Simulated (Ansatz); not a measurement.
The relaxed structure here is a generated cell of Ir: the first start was made by placing the elements on the sites of a structure type, and the end was not matched to a known phase here, so it may be hypothetical. Known forms of Ir include space group No. 225.

A relaxed cell of Ir (P6₃/mmc (No. 194)), relaxed on a k-mesh at least as fine as the one used below. These are PBEsol (plane waves to 420 eV, PAW, scalar-relativistic; Ansatz, a program for electronic structure) values and carry that method's errors. Γ-centred k-mesh 14×7×4 on the run's cell (coarser than for final values), Fermi–Dirac smearing 0.05 eV.

```yaml
crystal:
  lattice:
    - [2.70970, 0.00000, 0.00000]
    - [-2.70970, 4.69333, 0.00000]
    - [0.00000, 0.00000, 8.85530]
  atoms:
    - { symbol: Ir, position: [0.00000, 0.00000, 0.00000] }
    - { symbol: Ir, position: [0.00000, 0.50000, 0.00000] }
    - { symbol: Ir, position: [0.00000, 0.00000, 0.50000] }
    - { symbol: Ir, position: [0.00000, 0.50000, 0.50000] }
    - { symbol: Ir, position: [0.33333, 0.33333, 0.25000] }
    - { symbol: Ir, position: [0.33333, 0.83333, 0.25000] }
    - { symbol: Ir, position: [0.66667, 0.16667, 0.75000] }
    - { symbol: Ir, position: [0.66667, 0.66667, 0.75000] }
```

The atoms are displaced by (Å):

```json
[
 {"atom": "Ir1", "ux": "0.152", "uy": "0.086", "uz": "-0.054"},
 {"atom": "Ir2", "ux": "0.066", "uy": "-0.124", "uz": "-0.093"},
 {"atom": "Ir3", "ux": "0.048", "uy": "-0.010", "uz": "0.092"},
 {"atom": "Ir4", "ux": "0.020", "uy": "0.025", "uz": "0.094"},
 {"atom": "Ir5", "ux": "-0.019", "uy": "0.058", "uz": "-0.130"},
 {"atom": "Ir6", "ux": "-0.028", "uy": "0.013", "uz": "0.001"},
 {"atom": "Ir7", "ux": "0.042", "uy": "-0.025", "uz": "0.114"},
 {"atom": "Ir8", "ux": "0.035", "uy": "-0.144", "uz": "-0.020"}
]
```

Problem. What forces (eV/Å) and pressure result?

Solution. 
| atom | Fx | Fy | Fz |
|---|---|---|---|
| Ir1 | -1.31 | -3.68 | 1.85 |
| Ir2 | 0.13 | 3.66 | 1.81 |
| Ir3 | -0.24 | 0.31 | -0.91 |
| Ir4 | 0.11 | -0.85 | -2.25 |
| Ir5 | 0.39 | -0.56 | 2.01 |
| Ir6 | 0.46 | 0.19 | 0.33 |
| Ir7 | 0.40 | -1.43 | -3.47 |
| Ir8 | 0.06 | 2.37 | 0.64 |

Pressure +7.7 GPa.

Problem. Estimate the energy cost of the displacement in the harmonic approximation and compare with the calculation.

Solution. For a harmonic well ΔE = −½ Σ F·u = 1.280 eV a cell, or 160 meV/atom. The calculated energy relative to the undisplaced cell is +0.15 eV/atom, so the harmonic estimate holds well.

No spin polarisation in the result.

The run that gave the undisplaced cell could not lose the symmetry of its start; a randomly shaken copy of 8 atoms returns to this structure.
